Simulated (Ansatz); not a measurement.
**WS2 (2H-MoS2 type, space group P6_3/mmc), scan of one atom of the cell**

Relaxed WS2 (2H-MoS2 type, space group P6_3/mmc):

```
WS2
1.0
    3.15408     0.00000     0.00000
   -1.57704     2.73152     0.00000
    0.00000     0.00000    12.13731
W S
2 4
Cartesian
  0.00000   1.82101   3.03433
  1.57704   0.91051   9.10299
  0.00000   1.82101   7.52825
  1.57704   0.91051   1.45960
  1.57704   0.91051   4.60906
  0.00000   1.82101  10.67772
```

In each cell atom 5 (S, nearest neighbour W at 2.407 Å; its periodic images, 3.2 Å or more away, move with it) moves by s·(1.000, 0.000, 0.000) (along Cartesian x), the rest being held.

Level of theory: PBE-D3(BJ) (plane waves to 420 eV, PAW, scalar-relativistic; Ansatz, an electronic-structure program). k mesh 10×10×3 (Γ-centred), Fermi-Dirac smearing 0.05 eV. E stands for the smeared free energy. Compression counts positive. F∥ is the force on the atom along that direction. F⊥ is the part of the force across the line. Spin-orbit coupling is left out, though W is heavy. WS2 is run without spin polarisation. WS2 was relaxed with its symmetry unable to fall. ΔE is measured from the undisplaced structure.

```csv
s (Å),ΔE (meV/cell),|F⊥| (eV/Å),F∥ (eV/Å),P (GPa)
-0.240,298.8,0.821,2.472,1.01
-0.192,191.7,0.525,1.988,0.65
-0.144,108.0,0.295,1.497,0.37
-0.096,48.1,0.130,1.001,0.16
-0.048,12.0,0.032,0.501,0.04
0.000,0.0,0.002,0.000,0.00
0.048,12.0,0.032,-0.501,0.04
0.096,48.1,0.130,-1.001,0.16
0.144,108.0,0.295,-1.497,0.37
0.192,191.7,0.525,-1.988,0.65
0.240,298.8,0.821,-2.472,1.01
```

Summary:

The energy at s = 0.240 Å is 298.8 meV/cell, the force along the line at s = -0.240 Å comes out as 2.47 eV/Å and the force constant k = d²E/ds² at s = 0 (finite differences) is 10.4 eV/Å². Symmetry of the curve: even: the same for both signs. Shape of the curve: a single well with its minimum at or next to zero displacement. Harmonic estimate at the end of the scan: ½ks² = 300.8 meV/cell against the computed 298.8 meV/cell, so the well is close to harmonic there.

(A displaced cell: forces are minus the slopes of the energy, force constants its curvatures, and phonons follow from these.)
